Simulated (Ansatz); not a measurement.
Molecular dynamics on a 1×1×1 supercell (4 atoms) of SiGe3 (ordering on diamond), relaxed with r2SCAN. Forces come from PBEsol in the plane-wave code Ansatz: a Nosé-Hoover thermostat at fixed volume, 600 K, steps of 1.5 fs. Classical nuclei, no spin polarisation; a few dozen steps show the first response, not equilibrium. The structure comes from a prototype and may be hypothetical.

```yaml
crystal:
  lattice:
    - [1.9838896615, 1.1453992301, 6.4671925875]
    - [-1.9838896615, 1.1453992301, 6.4671925875]
    - [0.0, -2.2907984603, 6.4671925875]
  atoms:
    - { symbol: Si, position: [1.0000856422, 8.56422e-05, 8.56422e-05] }
    - { symbol: Ge, position: [0.5000462098, 0.5000462098, 0.5000462098] }
    - { symbol: Ge, position: [0.3734068851, 0.3734068851, 0.3734068851] }
    - { symbol: Ge, position: [0.8764612631, 0.8764612631, 0.8764612631] }
kpoints:
  mp_grid: { grid: [4, 4, 4] }
hamiltonian:
  xc: pbesol
scf:
  occupations: { method: fermi_dirac, width: 0.052 }
md:
  ensemble: nvt_nose_hoover
  temperature: 600
  timestep: 1.5
  n_steps: 30
  initial_velocities: maxwell_boltzmann
  seed: 1775
```

Run as `ansatz run input.yaml --threads 4 --pin off --max-ram 3686MiB --backend cpu --events-out ev --progress --plain --runs-dir out`. It took 32 s on 4 threads of Arm Neoverse V2, on a shared host; peak host memory 0.43 GiB.

```csv
step,t (fs),T (K),free energy F from step 0 (meV/atom),kinetic energy (meV/atom),largest force (eV/Å)
0,0,600,0.0,58.2,0.04
1,1.5,594,0.6,57.6,0.22
2,3,577,2.3,55.9,0.45
3,4.5,550,4.9,53.3,0.66
4,6,514,8.4,49.8,0.86
5,7.5,471,12.6,45.6,1.05
6,9,423,17.3,41.0,1.22
7,10.5,372,22.2,36.0,1.38
8,12,320,27.3,31.0,1.53
9,13.5,268,32.3,26.0,1.66
10,15,220,37.0,21.3,1.78
11,16.5,176,41.3,17.1,1.86
12,18,139,44.9,13.5,1.93
13,19.5,110,47.8,10.7,1.96
14,21,89,49.9,8.6,1.98
15,22.5,77,51.1,7.4,1.97
16,24,73,51.4,7.1,1.94
17,25.5,78,51.0,7.6,1.89
18,27,91,49.8,8.8,1.82
19,28.5,110,47.9,10.7,1.74
20,30,135,45.6,13.1,1.65
21,31.5,165,42.8,15.9,1.54
22,33,197,39.7,19.1,1.42
23,34.5,231,36.5,22.4,1.29
24,36,266,33.3,25.7,1.16
25,37.5,299,30.2,29.0,1.03
26,39,331,27.3,32.1,0.91
27,40.5,360,24.7,34.9,0.84
28,42,386,22.5,37.4,0.91
29,43.5,408,20.6,39.6,0.97
30,45,426,19.2,41.3,1.03
```

The temperature starts at 600 K, is lowest at step 16 (73 K, 24 fs) and ends at 426 K. The thermostat hasn't had time to restore it. The atoms start on their lattice sites with kinetic energy alone, so much of it first passes into potential energy. By the last step the atoms have moved 0.06 Å in the root mean square, the drift of the whole cell taken out, 0.08 Å at most.

Positions (Å) and forces (eV/Å) at step 30:
```
Si   1.975   1.080   6.456     0.005   0.517  -0.031
Ge   0.013   0.025   9.746    -0.177  -0.122  -0.623
Ge  -0.009  -0.018   7.279     0.009  -0.451  -0.359
Ge   0.000   0.018  16.930     0.163   0.057   1.013
```
